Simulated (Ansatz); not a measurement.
InSe in space group P6_3/mmc (No. 194; In on 4f, Se on 4f), the program Ansatz at the r²SCAN level (PAW), all energies at zero smearing, with the estimated change up to a 700 eV cutoff added, with one set of potentials and settings (totals compare only within such a set). Cell of 8 atoms (4 In, 4 Se): -44365.522 eV.

| element | reference phase | E (eV/atom) |
|---|---|---|
| In | I4/mmm, 1 atoms in the cell | -5611.8812 |
| Se | P3_121, 3 atoms in the cell | -5478.1406 |

Formation energy per atom, worked out: (-44365.522 − 4×(-5611.8812) − 4×(-5478.1406))/8 = -0.679 eV/atom (-66 kJ per mol of atoms), at 0 K, without zero-point energy or fitted corrections.

The r²SCAN relaxation kept the symmetry of its start. A crystal of weakly bound layers computed without a dispersion correction: the cell and the soft elastic constants depend strongly on that. The references are the lowest solids computed at this level, not always the standard phases.

Potentials: the earlier of the program's two PAW sets.
